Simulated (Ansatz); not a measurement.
Pt₃W in space group I4/mmm (No. 139; Pt on 4d, Pt on 2b, W on 2a), plane-wave PAW PBEsol (Ansatz code), all energies at zero smearing, with the estimated change up to a 700 eV cutoff added, with one set of potentials and settings (totals compare only within such a set). Cell of 4 atoms (3 Pt, 1 W): -47409.131 eV.

| element | reference phase | E (eV/atom) |
|---|---|---|
| Pt | Fm-3m, 1 atoms in the cell | -12383.8180 |
| W | Im-3m, 1 atoms in the cell | -10256.5620 |

Formation energy per atom, worked out: (-47409.131 − 3×(-12383.8180) − 1×(-10256.5620))/4 = -0.279 eV/atom (-27 kJ per mol of atoms), at 0 K, without zero-point energy or fitted corrections.

The first step of the workflow began from a Materials Project structure, measured or hypothetical; the Crystallography Open Database copy checked does not list it. Whether it is the stable phase at ambient conditions was not checked. The PBEsol relaxation kept the symmetry of its start; whether a distortion lowers the energy is not shown. No spin polarisation was allowed. The references are the lowest solids computed at this level, not always the standard phases. Spin–orbit coupling is left out wherever it is not named.

Potentials: the later of the program's two PAW sets.
